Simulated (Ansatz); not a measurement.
NbCu$_{3}$Te$_{4}$:
```xyz
8
Lattice="5.8565 0.0000 0.0000 0.0000 5.8565 0.0000 0.0000 0.0000 5.8565" Properties=species:S:1:pos:R:3 pbc="T T T"
Nb     0.0000     0.0000     0.0000
Cu     0.0000     0.0000     2.9283
Cu     2.9283     0.0000     0.0000
Cu     0.0000     2.9283     0.0000
Te     4.3282     4.3282     1.5284
Te     4.3282     1.5284     4.3282
Te     1.5284     1.5284     1.5284
Te     1.5284     4.3282     4.3282
```

Relaxed with PBEsol.

Task: Map the valence electron density (e/Å³), cut off at 2 on the plane through (0.000, 0.000, 0.000) spanned by u = [1, 0, 0] and v = [0, 1, 1] in lattice vectors, from plane-wave PAW PBEsol (Ansatz code).

Result: x is the fraction of u, y of v (the angle between them is 90°; rows are the nearest grid lines); atoms in the plane: Nb at (0.00, 0.00), Cu at (0.50, 0.00), Te at (0.26, 0.26), Te at (0.26, 0.74).
```
y \ x   0.000  0.103  0.172  0.276  0.379  0.448  0.552  0.621  0.724  0.828  0.897   1.00
------  -----  -----  -----  -----  -----  -----  -----  -----  -----  -----  -----  -----
1.00     2.00   2.00  0.548  0.233   1.87   2.00   2.00   1.87  0.233  0.548   2.00   2.00
0.925    2.00   1.21  0.413  0.293  0.518   2.00   2.00  0.444  0.155  0.253   1.14   2.00
0.850   0.285  0.481  0.647  0.756  0.502  0.318  0.154  0.093  0.056  0.071  0.122  0.285
0.775   0.184  0.654   2.00   2.00   1.56  0.420  0.087  0.036  0.022  0.033  0.058  0.184
0.700   0.129  0.584   2.00   2.00   1.49  0.393  0.067  0.025  0.016  0.023  0.039  0.129
0.625   0.060  0.217  0.457  0.685  0.370  0.160  0.042  0.027  0.028  0.028  0.028  0.060
0.550   0.026  0.050  0.085  0.112  0.073  0.043  0.029  0.037  0.050  0.041  0.029  0.026
0.450   0.026  0.050  0.085  0.112  0.073  0.043  0.029  0.037  0.050  0.041  0.029  0.026
0.375   0.060  0.217  0.457  0.685  0.370  0.160  0.042  0.027  0.028  0.028  0.028  0.060
0.300   0.129  0.584   2.00   2.00   1.49  0.393  0.067  0.025  0.016  0.023  0.039  0.129
0.225   0.184  0.654   2.00   2.00   1.56  0.420  0.087  0.036  0.022  0.033  0.058  0.184
0.150   0.285  0.481  0.647  0.756  0.502  0.318  0.154  0.093  0.056  0.071  0.122  0.285
0.0750   2.00   1.21  0.413  0.293  0.518   2.00   2.00  0.444  0.155  0.253   1.14   2.00
0.000    2.00   2.00  0.548  0.233   1.87   2.00   2.00   1.87  0.233  0.548   2.00   2.00
```

The density is the valence pseudo-density with augmentation charge, so density and ELF within about 1 Å of a nucleus are not all-electron values.

Space group P-43m. The workflow started from a Materials Project entry (that database holds measured and hypothetical structures alike); the Crystallography Open Database copy checked does not list it. Whether it is the stable phase at ambient conditions was not checked. The cell was relaxed with PBEsol under the symmetry of its start; whether a distortion lowers the energy is not shown. The run is not spin-polarised. Scalar-relativistic: spin–orbit coupling is off unless named, which matters more the heavier the elements.

Potentials: the later of the program's two PAW sets.
